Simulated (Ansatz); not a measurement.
RuC:
```xyz
2
Lattice="2.6592 0.0000 0.0000 0.0000 2.6592 0.0000 0.0000 0.0000 2.6592" Properties=species:S:1:pos:R:3 pbc="T T T"
Ru     0.0000     0.0000     0.0000
C      1.3296     1.3296     1.3296
```

Relaxed with PBE. Special points in fractions of this cell's reciprocal vectors: Γ (0.000, 0.000, 0.000); X (0.000, 0.500, 0.000); M (0.500, 0.500, 0.000); R (0.500, 0.500, 0.500).

**Question.** List the band energies nearest the Fermi level at these points for the program Ansatz at the PBE level (PAW).

**Answer.** In eV from the Fermi level; about four levels below and three above (degenerate sets whole), none deeper than 8.9 eV; points with the same levels are listed once.

```
k                          below                     above
-  -----------------------------  ------------------------
Γ  -5.69 -5.69 -0.07 -0.07 -0.07            0.12 0.12 0.12
X        -8.86 -4.87 -4.13 -4.13       0.22 1.73 5.18 5.18
M  -4.72 -4.72 -4.44 -1.92 -1.92            1.44 1.50 1.69
R        -8.42 -8.42 -8.42 -7.91  1.83 1.83 5.55 5.55 5.55
```

Space group Pm-3m (CsCl type). The cell is a constructed one: a structure type filled with these elements; neither database checked (COD, Materials Project) lists it. Its standing as an ambient phase is unchecked. The PBE relaxation kept the symmetry of its start; its stability against distortions is not shown here. The run is not spin-polarised. Spin–orbit coupling is left out wherever it is not named.

Potentials: the later of the program's two PAW sets.
